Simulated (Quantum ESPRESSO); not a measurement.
## Band energies of CaHBr monolayer

```xyz
6
Lattice="3.7727 0.0000 0.0000 0.0000 3.7727 0.0000 0.0000 0.0000 19.6000" Properties=species:S:1:pos:R:3 pbc="T T T"
H      0.0000     1.8863     0.0000
H      1.8863     0.0000     0.0000
Ca     0.0000     0.0000     1.2785
Ca     1.8863     1.8863    -1.2785
Br     1.8863     1.8863     2.6147
Br     0.0000     0.0000    -2.6147
```

PBEsol (pw.x of Quantum ESPRESSO, ONCV potentials, scalar-relativistic); path MΓXM; energies in eV from the valence-band maximum.

| k (1/Å) | point | band 14 | band 15 | band 16 | band 17 | band 18 | band 19 | band 20 | band 21 |
|---|---|---|---|---|---|---|---|---|---|
| 0.00 | M | -2.44 | -1.38 | -1.38 | -0.91 | -0.91 | 4.57 | 4.57 | 6.25 |
| 0.20 |  | -2.36 | -1.62 | -1.37 | -0.85 | -0.77 | 4.68 | 4.72 | 5.98 |
| 0.39 |  | -2.13 | -1.91 | -1.39 | -0.66 | -0.54 | 4.89 | 4.89 | 5.64 |
| 0.59 |  | -1.79 | -1.78 | -1.51 | -0.38 | -0.36 | 4.81 | 5.13 | 5.46 |
| 0.79 |  | -1.45 | -1.43 | -1.36 | -0.28 | -0.12 | 4.80 | 4.95 | 5.42 |
| 0.98 |  | -1.01 | -1.00 | -0.98 | -0.35 | 0.00 | 4.33 | 4.96 | 5.12 |
| 1.18 | Γ | -0.81 | -0.80 | -0.80 | -0.48 | -0.02 | 4.07 | 4.80 | 5.39 |
| 1.34 |  | -1.10 | -0.81 | -0.79 | -0.39 | 0.00 | 4.24 | 4.94 | 5.07 |
| 1.51 |  | -1.60 | -0.81 | -0.78 | -0.33 | -0.08 | 4.56 | 4.75 | 5.24 |
| 1.68 |  | -1.61 | -0.80 | -0.78 | -0.32 | -0.28 | 4.64 | 4.78 | 5.27 |
| 1.84 |  | -1.57 | -0.79 | -0.78 | -0.46 | -0.38 | 4.63 | 4.80 | 5.40 |
| 2.01 | X | -1.75 | -0.78 | -0.78 | -0.47 | -0.47 | 4.70 | 4.70 | 5.71 |
| 2.18 |  | -1.74 | -1.00 | -1.00 | -0.49 | -0.49 | 4.79 | 4.79 | 5.64 |
| 2.34 |  | -1.70 | -1.47 | -1.47 | -0.57 | -0.57 | 4.95 | 4.95 | 5.61 |
| 2.51 |  | -1.97 | -1.60 | -1.60 | -0.69 | -0.69 | 4.88 | 4.88 | 5.87 |
| 2.68 |  | -2.32 | -1.47 | -1.47 | -0.83 | -0.83 | 4.67 | 4.67 | 6.16 |
| 2.84 | M | -2.44 | -1.38 | -1.38 | -0.91 | -0.91 | 4.57 | 4.57 | 6.25 |

The PBEsol gap is 4.07 eV and nearly direct: the edges lie at 83 % of the way from M to Γ and Γ, the smallest direct gap within 0.02 eV of it. Another valence extremum on the path lies within 0.02 eV, too close to call. The valence-band maximum lies 6.74 eV below the vacuum level.

Spin-orbit splittings are left out.

Geometry relaxed with PBEsol.

This is a model layer cut from the bulk structure; whether it is stable on its own was not checked.
